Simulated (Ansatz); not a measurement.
As:
Space group R-3m, hexagonal axes (No. 166); a = 3.760 Å, b = 3.760 Å, c = 9.987 Å, α = 90.00°, β = 90.00°, γ = 120.00°

```json
[
 {"atom": "As", "site": "6c", "symmetry": "3m", "x": "0.0000", "y": "0.0000", "z": "0.2305"}
]
```
(The calculation used a cell of 2 atoms; values per cell refer to that cell.)

Relaxed at zero pressure with DFT-LDA in the program Ansatz with PAW potentials.

Question: The volume is raised by 6 % and shape and atoms relax at that volume. What pressure results, and how do the axes share the change?

Answer: -2.7 GPa; a 0.8 %, b 0.8 %, c 4.4 %; the energy rises by 11 meV/atom.

Question: Give the new structure.

Answer: 
Space group R-3m, hexagonal axes (No. 166); a = b = 3.7883 Å, c = 10.4281 Å, α = β = 90.00°, γ = 120.00°

```tsv
atom	site	symmetry	x	y	z
As	6c	3m	0.0000	0.0000	0.2277
```

The phase is kept; no other phase was compared at this pressure.

The cell was relaxed with LDA under the symmetry of its start.

Potentials: the later of the program's two PAW sets.
